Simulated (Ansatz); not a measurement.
MgO:
```yaml
crystal:
  lattice:
    - [0.00000, 2.12718, 2.12718]
    - [2.12718, 0.00000, 2.12718]
    - [2.12718, 2.12718, 0.00000]
  atoms:
    - { symbol: Mg, position: [0.00000, 0.00000, 0.00000] }
    - { symbol: O, position: [0.50000, 0.50000, 0.50000] }
```

Relaxed with PBE. Special points in fractions of this cell's reciprocal vectors: Γ (0.000, 0.000, 0.000); X (0.500, 0.000, 0.500); U (0.625, 0.250, 0.625); K (0.375, 0.375, 0.750); L (0.500, 0.500, 0.500); W (0.500, 0.250, 0.750).

Question: List the band energies nearest the valence-band maximum at these points for the program Ansatz at the PBE level (PAW).

Answer: In eV from the valence-band maximum; about four levels below and three above (degenerate sets whole), none deeper than 8.9 eV; … stands for higher levels left out; points with the same levels are listed once.

| k | below | above |
|---|---|---|
| Γ | 0.00 0.00 0.00 | 4.46 … |
| X | -3.93 -1.30 -1.30 | 9.11 … |
| U | -3.36 -2.61 -1.10 | 9.96 … |
| L | -4.47 -0.62 -0.62 | 7.73 … |
| W | -2.84 -2.84 -1.71 | … |

Space group Fm-3m (rock salt). The PBE relaxation kept the symmetry of its start.

Potentials: the earlier of the program's two PAW sets.
